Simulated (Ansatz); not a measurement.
Given:

AlNi:
Space group Pm-3m (No. 221); a = 2.863 Å, b = 2.863 Å, c = 2.863 Å, α = 90.00°, β = 90.00°, γ = 90.00°

```tsv
atom	site	symmetry	x	y	z
Ni	1a	m-3m	0.0000	0.0000	0.0000
Al	1b	m-3m	0.5000	0.5000	0.5000
```

This is the r²SCAN-relaxed structure.

Problem. All from DFT-r²SCAN in the program Ansatz with PAW potentials, unless another level is named. Estimate the density of states at the Fermi level.

Solution. 0.40 states/eV per atom (mean over ±0.08 eV).

Problem. And the formation energy from the elements (no fitted shifts)?

Solution. -677 meV/atom.

The cell was relaxed with r²SCAN under the symmetry of its start. The workflow began spin-polarised and lost its moments. The cell computed holds one magnetic atom, so no antiferromagnetic order was within reach. The references are the lowest solids computed at this level, not always the standard phases.

Potentials: the later of the program's two PAW sets.
